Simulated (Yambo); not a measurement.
Quantum ESPRESSO input (LDA, PseudoDojo standard norm-conserving files, scalar-relativistic) whose wavefunctions are converted with p2y:

```
&CONTROL
  calculation = 'nscf'
  pseudo_dir = './pseudo'
  outdir = './out'
/
&SYSTEM
  ibrav = 0
  nat = 8
  ntyp = 3
  ecutwfc = 84.0
  ecutrho = 336.0
  occupations = 'fixed'
  force_symmorphic = .true.
  nbnd = 209
/
&ELECTRONS
  conv_thr = 8e-09
  diago_full_acc = .true.
  diago_thr_init = 1e-08
/
ATOMIC_SPECIES
H 1.0080 H.upf
F 18.9984 F.upf
Cs 132.9055 Cs.upf
CELL_PARAMETERS angstrom
 -3.056300000000   3.056300000000   3.888825000000
  3.056300000000  -3.056300000000   3.888825000000
  3.056300000000   3.056300000000  -3.888825000000
ATOMIC_POSITIONS crystal
H   0.500000000000   0.000000000000   0.500000000000
H   0.000000000000   0.500000000000   0.500000000000
F   0.368010000000   0.868010000000   0.236020000000
F   0.631990000000   0.131990000000   0.763980000000
F   0.868010000000   0.631990000000   0.500000000000
F   0.131990000000   0.368010000000   0.500000000000
Cs   0.750000000000   0.750000000000   0.000000000000
Cs   0.250000000000   0.250000000000   0.000000000000
K_POINTS automatic
1 1 1 0 0 0
```

Yambo's initialisation report on symmetry, reciprocal space, the k grid and the gaps on this mesh:

```
  [02.02] Symmetries
  ==================

  Inversion symmetry    : yes
  Spatial inversion     : yes
  Inversion index       :   5
  K-space Time-reversal : no
  Magnetic symmetries   : no
  Group table correct   : yes
  Symmetries units      :  [cc]

  [02.03] Reciprocal space
  ========================

  nG shells         :   5565
  nG charge         :  102047
  nG WFs            :  12729
  nC WFs            :  12729
  G-vecs. in first 80 shells:  [ Number ]
     1    9   13   15   19   27   43   51   59
    63   71   73   81   89  105  113  129  145
   153  161  165  173  189  197  201  209  225
    241   249   265   273   275   291   307   315   323
    347   355   363   371   379   395   411   427   443
    451   475   483   487   503   519   527   535   551
    567   583   587   603   619   627   635   643   645
    653   661   685   693   709   717   733   749   765
    781   789   805   821   837   845   861   877
  ...
  Shell energy in first 80 shells:  [ mHa ]
     0.0000  239.3148  295.8762  365.5066  591.7524  661.3828  831.0672  957.2590  970.3279
    1183.50      1422.82      1462.03      1479.38      1549.01      1562.08      1757.90      1844.89      2014.57
    2053.78      2153.83      2367.01      2432.35      2606.32      2645.53      2662.89      2732.52      2745.59
    2941.41      2958.76      3024.11      3028.39      3289.56      3324.27      3337.34      3585.44      3615.86
    3789.83      3829.04      3846.39      3881.31      4124.91      4207.61      4211.90      4381.58      4420.79
    4473.06      4520.84      4625.39      4734.02      4768.94      4799.36      5029.90      5099.53      5112.59
    5217.15      5308.42      5325.77      5395.40      5565.09      5656.57      5691.28      5808.90      5848.11
    5917.52      5952.45      5982.87      6143.98      6156.84      6196.05      6248.32      6283.03      6296.10
    6400.65      6439.86      6491.92      6574.62      6748.59      6787.80      6887.85      6992.40
  ...

  [02.04] K-grid lattice
  ======================

  Compatible Grid is   : 0D
  K lattice UC volume  :  0.252972 [a.u.]

  IBZ K-points                                      :  1
  BZ  K-points                                      :  1

  K/Q-points units:
  rlu = crystal or reduced units; cc = cartesian coordinates; iku = interal k-units

  K [1]          [rlu]:  0.000000  0.000000  0.000000
         WF components:  12729

  [02.05] Energies & Occupations
  ==============================

  [X] === General ===
  [X] Electronic Temperature                        :  0.000000  0.000000 [eV K]
  [X] Bosonic    Temperature                        :  0.000000  0.000000 [eV K]
  [X] Finite Temperature mode                       : no
  [X] El. density                                   :  0.33035E+24 [cm-3]
  [X] Fermi Level                                   :  0.447489 [eV]

  [X] === Gaps and Widths ===
  [X] Conduction Band Min                           :  6.299822 [eV]
  [X] Valence Band Max                              :  0.000000 [eV]
  [X] Filled Bands                                  :  24
  [X] Empty Bands                                   :   25  209
  [X] Direct Gap                                    :  6.299822 [eV]
  [X] Direct Gap localized at k                     :  1
```
The gaps are LDA values on this mesh alone; only operations without fractional translations are kept.

Geometry of the Materials Project entry, not relaxed at this level.
